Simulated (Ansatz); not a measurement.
Zr$_{4}$O in space group R-3 (No. 148; Zr on 18f, Zr on 18f, O on 3b, O on 6c), PBE in the plane-wave PAW code Ansatz, all energies at zero smearing, with the estimated change up to a 700 eV cutoff added, with one set of potentials and settings (totals compare only within such a set). Cell of 15 atoms (12 Zr, 3 O): -51918.029 eV.

```csv
element,reference phase,E (eV/atom)
Zr,"P6_3/mmc, 2 atoms in the cell",-4183.8611
O,"C2/m, 4 atoms in the cell, spin-polarised",-565.0042
```

Formation energy per atom, worked out: (-51918.029 − 12×(-4183.8611) − 3×(-565.0042))/15 = -1.112 eV/atom (-107 kJ per mol of atoms), at 0 K, without zero-point energy or fitted corrections.

The first step of the workflow began from a Materials Project structure, measured or hypothetical; the Crystallography Open Database copy checked does not list it. Whether it is the stable phase at ambient conditions was not checked. The cell was relaxed with PBE under the symmetry of its start; its stability against distortions is not shown here. The run is not spin-polarised. The references are the lowest solids computed at this level, not always the standard phases (solids in place of the gases).

Potentials: the earlier of the program's two PAW sets.
